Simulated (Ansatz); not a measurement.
Problem. Each is relaxed and computed with HSE06 in the plane-wave PAW code Ansatz. Which alone has a direct gap?
(A) AlN, rock salt
(B) SnTe, rock salt
(C) BaTe, rock salt
(D) MgTe, P4_2/mmc (Mg on 2c, Te on 2e)

Solution. B, SnTe, rock salt. SnTe: gap 0.23 eV (direct); MgTe: gap 0.72 eV (indirect); BaTe: gap 2.33 eV (indirect); AlN: gap 6.14 eV (indirect). Constructed cells (a structure type filled with these elements, in neither database checked): MgTe, P4_2/mmc (Mg on 2c, Te on 2e). Not the usual ambient phase: AlN, rock salt. All cells were relaxed under the symmetry of their starts (and spin orders); stability against distortions was not tested throughout. Scalar-relativistic: spin–orbit coupling is off unless named, which matters more the heavier the elements.

Potentials: the later of the program's two PAW sets.
